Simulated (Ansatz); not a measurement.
Data:

Ta₂O₅:
```
Ta2O5
1.0
    3.83932     0.00000     0.00000
    0.00000     3.85882     0.00000
   -1.91710     0.00000     6.50126
Ta O
2 5
Direct
  0.64616   0.00000   0.79225
  0.35384   0.00000   0.20775
  0.64990   0.50000   0.79913
  0.35010   0.50000   0.20087
  0.18523   0.00000   0.87028
  0.81477   0.00000   0.12972
  0.50000   0.00000   0.50000
```

This is the PBEsol-relaxed structure.

Question: All from PBEsol (plane waves, PAW; program Ansatz), unless another level is named. Estimate the formation energy from the elements (no fitted shifts).

Answer: -2.84 eV/atom.

Question: Give the band gap.

Answer: 2.17 eV (indirect).

Question: Next, the electron effective mass?

Answer: 0.23, 0.32, 11 mₑ (principal values).

Question: Predict the gap with spin–orbit coupling.

Answer: 2.15 eV.

Question: Predict the smallest direct gap on the standard path.

Answer: 2.80 eV.

Question: And the HSE06 gap on the PBEsol cell?

Answer: 3.65 eV.

Space group Cmmm. The first step of the workflow began from a Materials Project structure, measured or hypothetical; the Crystallography Open Database copy checked does not list it. COD files the formula under space group No. 49. Its standing as an ambient phase is unchecked. The PBEsol relaxation kept the symmetry of its start; phonons show weakly imaginary modes. The run is not spin-polarised. The references are the lowest solids computed at this level, not always the standard phases (solids in place of the gases). Spin–orbit coupling is left out wherever it is not named.

Potentials: the earlier of the program's two PAW sets. The files were generated under PBE; for other functionals the program regenerates the frozen cores, and for LDA and PBEsol the local potential too.
